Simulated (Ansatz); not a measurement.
# Ga2Os: do energies and stresses tell the same story?

Theory: DFT r2SCAN, scalar-relativistic, plane waves, PAW in Ansatz 0.2.0.

Plane waves to 500 eV, a k mesh through Γ of 8×8×8 on the computed 6-atom cell and Gaussian smearing (0.02 eV); no spin polarisation.

Relaxed cell: Fddd, a = 4.718 Å, b = 8.257 Å, c = 8.705 Å, α = 90.00°, β = 90.00°, γ = 90.00°, 6 atoms in the primitive cell. Whether it is the stable form of this composition wasn't checked.

Energies at zero smearing and pressures from the stress tensor, at volumes with shape and atoms relaxed:
```tsv
V (Å³/atom)	E − E(first) (meV/atom)	P (GPa)
12.435	0.00	34.51
12.858	-76.29	23.48
13.282	-125.81	14.22
13.706	-152.89	6.48
14.130	-161.19	0.00
14.554	-153.82	-5.40
14.978	-133.40	-9.88
15.543	-89.82	-14.62
```

Task: Check P = −dE/dV between neighbouring volumes, and get the bulk modulus from the pressures alone.

Result: With 1 eV/Å³ = 160.2 GPa:
| middle V (Å³/atom) | −ΔE/ΔV (GPa) | mean P (GPa) |
| --- | --- | --- |
| 12.647 | 28.834 | 28.994 |
| 13.070 | 18.715 | 18.850 |
| 13.494 | 10.237 | 10.351 |
| 13.918 | 3.137 | 3.237 |
| 14.342 | -2.788 | -2.704 |
| 14.766 | -7.714 | -7.641 |
| 15.261 | -12.355 | -12.246 |

The two differ by 0.16 GPa at most. The mean of two end pressures misses the average over a step by about ΔV² P″/12, up to 0.16 GPa here; with that taken off 0.00 GPa remains. Around V = 14.130 Å³/atom, the two neighbours give B = −V ΔP/ΔV = 14.130 × 11.88 / 0.848 = 198.0 GPa, against B0 = 196.1 GPa from the Birch–Murnaghan fit of the energies.

Spin–orbit coupling is left out, which can shift energies with elements as heavy as these.